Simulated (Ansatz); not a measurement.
Relaxed MgO (rock salt):

```xyz
4
Lattice="0.0000 4.2537 4.2537 2.1269 0.0000 2.1269 2.1269 2.1269 0.0000" Properties=species:S:1:pos:R:3 pbc="T T T"
O      0.0000     0.0000     0.0000
O      0.0000     2.1269     2.1269
Mg     2.1269     2.1269     2.1269
Mg     2.1269     4.2537     4.2537
```

Computed with PBE (plane waves to 420 eV, PAW, scalar-relativistic; Ansatz, a program for electronic structure). k mesh 11×11×11 (Γ-centred), Fermi-Dirac smearing 0.05 eV. MgO was relaxed with its symmetry unable to fall.

One atom of the cell was then moved (with its periodic images), all else fixed, and the forces (eV/Å) came out as:

```json
[
 {"atom": "O1", "Fx": "-0.174", "Fy": "0.019", "Fz": "0.019"},
 {"atom": "O2", "Fx": "-2.997", "Fy": "-0.022", "Fz": "-0.022"},
 {"atom": "Mg3", "Fx": "4.461", "Fy": "-1.084", "Fz": "-1.084"},
 {"atom": "Mg4", "Fx": "-1.290", "Fy": "1.087", "Fz": "1.087"}
]
```

**Question.** Which atom was moved, and by which vector (Å)?

**Answer.** Mg3, by (-0.34, 0.00, 0.00), 0.34 Å in all.

(A displaced cell: forces are minus the slopes of the energy, force constants its curvatures, and phonons follow from these.)
